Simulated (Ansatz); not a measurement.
NbCoAs:
```yaml
crystal:
  lattice:
    - [6.28120, 0.00000, 0.00000]
    - [0.00000, 3.71861, 0.00000]
    - [0.00000, 0.00000, 7.10709]
  atoms:
    - { symbol: Nb, position: [0.02339, 0.25000, 0.17071] }
    - { symbol: Nb, position: [0.97661, 0.75000, 0.82929] }
    - { symbol: Nb, position: [0.47661, 0.75000, 0.67071] }
    - { symbol: Nb, position: [0.52339, 0.25000, 0.32929] }
    - { symbol: Co, position: [0.15090, 0.25000, 0.56422] }
    - { symbol: Co, position: [0.84910, 0.75000, 0.43578] }
    - { symbol: Co, position: [0.34910, 0.75000, 0.06422] }
    - { symbol: Co, position: [0.65090, 0.25000, 0.93578] }
    - { symbol: As, position: [0.28103, 0.25000, 0.87874] }
    - { symbol: As, position: [0.71897, 0.75000, 0.12126] }
    - { symbol: As, position: [0.21897, 0.75000, 0.37874] }
    - { symbol: As, position: [0.78103, 0.25000, 0.62126] }
```

Relaxed with r²SCAN. Special points in fractions of this cell's reciprocal vectors: Γ (0.000, 0.000, 0.000); X (0.500, 0.000, 0.000); S (0.500, 0.500, 0.000); Y (0.000, 0.500, 0.000); Z (0.000, 0.000, 0.500); U (0.500, 0.000, 0.500); R (0.500, 0.500, 0.500); T (0.000, 0.500, 0.500).

Q: List the band energies nearest the Fermi level at these points for r²SCAN in the plane-wave PAW code Ansatz.

A: In eV from the Fermi level; about four levels below and three above (degenerate sets whole), none deeper than 8.9 eV; points with the same levels are listed once.

```
k                    below                above
-  -----------------------  -------------------
Γ  -0.92 -0.33 -0.19 -0.09       0.38 0.40 0.53
X  -0.68 -0.68 -0.31 -0.31  0.05 0.05 0.90 0.90
S  -1.01 -1.01 -1.01 -1.01  0.16 0.16 0.16 0.16
Y  -1.32 -1.32 -0.80 -0.80  0.10 0.10 0.36 0.36
Z  -0.33 -0.33 -0.05 -0.05  0.89 0.89 1.00 1.00
U  -0.70 -0.70 -0.51 -0.51  0.35 0.35 0.78 0.78
R  -0.09 -0.09 -0.09 -0.09  1.30 1.30 1.30 1.30
T  -1.29 -1.29 -0.16 -0.16  0.08 0.08 1.17 1.17
```

Space group Pnma. The first step of the workflow began from a Materials Project structure, measured or hypothetical; the Crystallography Open Database files this formula in space group No. 62, but the cells were not matched. Its standing as an ambient phase is unchecked. The r²SCAN relaxation kept the symmetry of its start; its stability against distortions is not shown here. The run is not spin-polarised. Scalar-relativistic: spin–orbit coupling is off unless named, which matters more the heavier the elements.

Potentials: the later of the program's two PAW sets.
